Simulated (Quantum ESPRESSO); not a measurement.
Kohn-Sham bands of Si₂N₂O (Cmc2₁)

```
CELL_PARAMETERS angstrom
      4.44485    -2.75205     0.00000
      4.44485     2.75205     0.00000
      0.00000     0.00000     4.85861
ATOMIC_POSITIONS crystal
  Si 0.02668 0.32758 0.27070
  Si 0.97332 0.67242 0.77070
  Si 0.67242 0.97332 0.27070
  Si 0.32758 0.02668 0.77070
  N  0.09564 0.34288 0.61502
  N  0.90436 0.65712 0.11502
  N  0.65712 0.90436 0.61502
  N  0.34288 0.09564 0.11502
  O  0.79128 0.20872 0.22129
  O  0.20872 0.79128 0.72129
```

Cell from Materials Project (mp-4497), symmetrised, no further relaxation. COD (Crystallography Open Database) has an entry of this formula and space group (matched by these alone). Level: PBEsol, no spin polarisation, no spin-orbit coupling; pw.x of Quantum ESPRESSO at 68 Ry with PseudoDojo potentials, 4×4×4 k-points, Wannier90. Density: 8×8×6 mesh, cold smearing 0.01 Ry.

Problem. List the Kohn-Sham levels between −8 and 8.0 eV relative to the valence-band maximum at the high-symmetry points, as a band run of pw.x on that density gives them (levels within 2 meV counted together).

Solution. 
| point | k (reciprocal lattice) | levels (eV) |
|---|---|---|
| Γ | 0.000 0.000 0.000 | -6.22, -5.65, -5.62, -5.26, -4.48, -4.12, -3.42, -3.09, -2.25, -2.09, -1.75, -1.74, -1.11, -0.84, 0.00, 5.02, 6.41, 6.44, 7.27, 7.85 |
| Y | 0.500 0.500 0.000 | -7.31, -7.12, -7.10, -6.46, -5.93, -5.44, -4.51, -3.48, -3.31, -3.12, -2.92, -2.49, -2.43, -2.24, -0.98, -0.50, -0.28, 6.30, 6.57, 7.03, 7.34, 7.41, 7.92 |
| F_0 | 0.654 0.346 0.000 | -7.28, -7.21, -6.86, -6.67, -6.02, -4.72, -4.71, -3.51, -3.50, -3.26, -2.77, -2.75, -2.24, -2.14, -1.13, -0.70, -0.57, 6.47, 6.83, 7.19, 7.37 |
| Δ_0 | 0.346 -0.346 0.000 | -7.28, -7.21, -6.86, -6.67, -6.02, -4.72, -4.71, -3.51, -3.50, -3.26, -2.77, -2.75, -2.24, -2.14, -1.13, -0.70, -0.57, 6.47, 6.83, 7.19, 7.37 |
| Z | 0.000 0.000 -0.500 | -6.17 (×2), -5.67 (×2), -4.80 (×2), -3.62 (×2), -3.04 (×2), -1.97 (×2), -1.50 (×2), -0.23 (×2), 5.76 (×2), 6.36 (×2), 7.18 (×2) |
| B_0 | 0.346 -0.346 -0.500 | -7.87 (×2), -7.49 (×2), -5.04 (×2), -4.83 (×2), -3.90 (×2), -3.29 (×2), -2.28 (×2), -1.34 (×2), -1.06 (×2), 6.55 (×2), 7.01 (×2), 7.47 (×2) |
| G_0 | 0.654 0.346 -0.500 | -7.87 (×2), -7.49 (×2), -5.04 (×2), -4.83 (×2), -3.90 (×2), -3.29 (×2), -2.28 (×2), -1.34 (×2), -1.06 (×2), 6.55 (×2), 7.01 (×2), 7.47 (×2) |
| T | 0.500 0.500 -0.500 | -7.55 (×2), -4.91 (×2), -4.76 (×2), -3.75 (×2), -3.16 (×2), -2.36 (×2), -1.61 (×2), -0.66 (×2), 6.00 (×2), 6.93 (×2), 7.81 (×2) |
| S | 0.500 0.000 0.000 | -7.15, -6.90, -6.06, -5.47, -4.72, -4.55, -3.94, -3.82, -3.17, -2.95, -2.40, -2.33, -1.89, -1.34, -0.73, -0.44, 6.77, 6.83, 7.00, 7.02 |
| R | 0.500 0.000 -0.500 | -6.51 (×2), -5.48 (×2), -4.67 (×2), -4.27 (×2), -3.10 (×2), -2.39 (×2), -1.51 (×2), -0.72 (×2), 6.82 (×2), 6.90 (×2), 7.46 (×2) |
